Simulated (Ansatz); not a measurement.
MnGe:
```
MnGe
1.0
   -1.70132     1.70136     5.02450
    1.70132    -1.70136     5.02450
    1.70132     1.70136    -5.02450
Mn Ge
2 2
Cartesian
  0.00000   0.00000   7.64372
  1.70132   0.00000   0.10695
  0.00000   0.00000   3.24940
  0.00000   1.70136   0.73715
```
Starting moments (μB, in the order of the atoms Mn Mn Ge Ge): 2.7 -2.7 -0.1 0.1.

Relaxed with PBE. Special points in fractions of this cell's reciprocal vectors: Γ (0.000, 0.000, 0.000); X (0.500, 0.500, -0.500); F2 (0.279, 0.721, -0.279); Σ0 (-0.279, 0.279, 0.279); Y0 (0.279, -0.279, 0.279); U0 (0.721, 0.279, -0.279); R (0.000, 0.500, 0.000); W (0.250, 0.250, 0.250); S (0.500, 0.000, 0.000); T (0.000, 0.000, 0.500).

Task: List the band energies nearest the Fermi level at these points for DFT-PBE in the program Ansatz with PAW potentials.

Result: In eV from the Fermi level; about four levels below and three above (degenerate sets whole), none deeper than 8.9 eV; points with the same levels are listed once.

```tsv
k	below	above
Γ ↑	-1.40 -0.89 -0.77 -0.19	0.42 1.55 2.52
X ↑	-2.17 -1.51 -1.39 -0.76	0.22 0.23 0.38
F2 ↑	-1.65 -1.10 -1.10 -0.27	0.44 0.72 1.69
Y0 ↑	-1.72 -1.10 -0.96 -0.93	0.72 0.97 1.45
R ↑	-1.46 -1.25 -1.03 -0.17	0.39 0.87 1.78
W ↑	-1.58 -1.26 -0.97 -0.22	1.24 1.58 1.68
S ↑	-1.51 -1.13 -1.10 -0.90	0.93 1.36 1.50
T ↑	-1.40 -1.30 -1.19 -0.23	1.36 1.57 1.67
X ↓	-2.17 -1.51 -1.39 -0.76	0.21 0.23 0.38
T ↓	-1.40 -1.30 -1.19 -0.22	1.36 1.57 1.67
```

Space group I4_1md. The cell is a constructed one: a structure type filled with these elements; neither database checked (COD, Materials Project) lists it. Whether it is the stable phase at ambient conditions was not checked. The PBE relaxation kept the symmetry of its start, as lowered by the spin order; its stability against distortions is not shown here. The final state is antiferromagnetic, chosen from 2 collinear starts compared on coarse meshes (ties went to the first, and starts can fall back to one state), not a proven ground state. Point labels and valley counts follow the cell and symmetry of the run, lower than the named group. Spin–orbit coupling is left out wherever it is not named.

Potentials: the later of the program's two PAW sets.
